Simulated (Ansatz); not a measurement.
Relaxed-ion elastic tensor of GeMo2N in space group P6_3/mmc (No. 194; Ge on 2d, Mo on 4f, N on 2a) in GPa (Voigt order), DFT-PBEsol in the program Ansatz with PAW potentials; density 8.83 g/cm³, 13.10 Å³ per atom.

|  | 1 | 2 | 3 | 4 | 5 | 6 |
|---|---|---|---|---|---|---|
| 1 | 203 | 271 | 186 | 0.0 | 0.0 | 0.0 |
| 2 | 271 | 203 | 186 | 0.0 | 0.0 | 0.0 |
| 3 | 186 | 186 | 318 | 0.0 | 0.0 | 0.0 |
| 4 | 0.0 | 0.0 | 0.0 | 84.4 | 0.0 | 0.0 |
| 5 | 0.0 | 0.0 | 0.0 | 0.0 | 84.4 | 0.0 |
| 6 | 0.0 | 0.0 | 0.0 | 0.0 | 0.0 | -34.3 |

Question: Is the crystal mechanically stable?

Answer: No: the smallest eigenvalue of C is -68.5 GPa.

The start of the workflow was typed in or built on a structure type; neither database checked (COD, Materials Project) lists it. Whether it is the stable phase at ambient conditions was not checked. The PBEsol relaxation kept the symmetry of its start. At this level the phase is mechanically unstable. The workflow began spin-polarised and lost its moments. As this level gives no gap, shear constants depend on the k-mesh and smearing (Fermi–Dirac, 0.1 eV here).

Potentials: the earlier of the program's two PAW sets. The files were generated under PBE; for other functionals the program regenerates the frozen cores, and for LDA and PBEsol the local potential too.
